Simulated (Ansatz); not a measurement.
Nb$_{2}$SnC in space group P6_3/mmc (No. 194; Nb on 4f, Sn on 2d, C on 2a) under volume change, plane-wave PAW PBEsol (Ansatz code), shape and atoms relaxed at each volume.

```tsv
V (Å³/atom)	E − E(relaxed) (meV/atom)	P (GPa)
14.147	82.8	20.69
14.613	34.8	12.56
15.080	8.2	5.83
15.546	0.0	0.00
16.012	7.3	-4.84
16.479	27.4	-8.88
16.945	58.3	-12.24
```

What does a third-order Birch–Murnaghan fit give for V₀, B₀ and B′?

V₀ = 15.55 Å³/atom, B₀ = 175 GPa, B′ = 4.8.

The first step of the workflow began from a Materials Project structure, measured or hypothetical; the Crystallography Open Database copy checked does not list it. Its standing as an ambient phase is unchecked. The PBEsol relaxation kept the symmetry of its start; phonons on a q-mesh show no instability. No spin polarisation was allowed. Scalar-relativistic: spin–orbit coupling is off unless named, which matters more the heavier the elements.

Potentials: the later of the program's two PAW sets.
